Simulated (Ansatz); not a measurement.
Data:

Cd2TeSe:
```
Cd2TeSe
1.0
    2.22303     1.28347     7.25909
   -2.22303     1.28347     7.25909
    0.00000    -2.56694     7.25909
Cd Te Se
2 1 1
Cartesian
  0.00000   0.00000   0.11396
  0.00000   0.00000  10.77807
  0.00000   0.00000  13.58648
  0.00000   0.00000   2.74316
```

This is the PBEsol-relaxed structure. Cartesian axes are those of the cell as given.

Question: All from plane-wave PAW PBEsol (Ansatz code), unless another level is named. Give the hole effective mass, band 1 of 2 at the edge.

Answer: 0.74 along x, 1.7 along z (mₑ).

Question: And the weight of the conduction-edge state by species (Voronoi cells)?

Answer: Cd 65 %, Se 23 %, Te 12 %.

Question: What about the weight of the valence-edge state by species (Voronoi cells)?

Answer: Te 69 %, Cd 20 %, Se 11 %.

Space group R3m. The workflow started from a Materials Project entry (that database holds measured and hypothetical structures alike); the Crystallography Open Database copy checked does not list it. Its standing as an ambient phase is unchecked. Symmetry was held in the PBEsol relaxation; of distortions, only those at the zone centre were tested. Scalar-relativistic: spin–orbit coupling is off unless named, which matters more the heavier the elements.

Potentials: the later of the program's two PAW sets.

Edges and masses are those of Kohn–Sham bands, whose gap is no quasiparticle gap.
